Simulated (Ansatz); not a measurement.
A relaxed cell of Cd2S is given with its symmetry left out. The cell was found from a structure generator's guess, not taken from experiment.

Method: Ansatz 0.2.0, DFT PBE, scalar-relativistic, plane waves, PAW. Cutoff 420 eV, Γ-centred mesh, Gaussian smearing, no spin polarisation.

```yaml
crystal:
  lattice:
    - [5.20506, 0.00000, 0.00000]
    - [0.00000, 5.20506, 0.00000]
    - [0.00000, 0.00000, 3.91400]
  atoms:
    - { symbol: Cd, position: [0.00000, 0.50000, 0.00000] }
    - { symbol: Cd, position: [0.50000, 0.00000, 0.00000] }
    - { symbol: S, position: [0.00000, 0.00000, 0.00000] }
```

The zero of energy is the elements' standard structures at the same level; no fitted shifts are applied.

Task: What space group does it have?

Result: P4/mmm (No. 123). Conventional cell: a = 5.205 Å, c = 3.914 Å. Cd is surrounded by 2 S at 2.60 Å; S has 4 Cd at 2.60 Å.

Task: How far does it lie from the elements in energy?

Result: +0.22 eV/atom. It can't be a ground state, since the elements alone are lower.

Task: Is it a metal?

Result: Yes, bands cross the Fermi level on the 10×10×12 mesh.

The last run used a 10×10×12 mesh (in the run's order of axes) for its 3-atom cell and Gaussian smearing of 0.10 eV. No dispersion correction is applied, so the spacing and binding between layers, chains or molecules are poorly described. The reference form of S is held partly by dispersion forces, which this level lacks. Symmetry constrained the relaxation, so the result can be a saddle point. Another cell of Cd2S relaxed alike, in Cm, lies 0.51 eV/atom lower, so this cell isn't the stable form at this level.
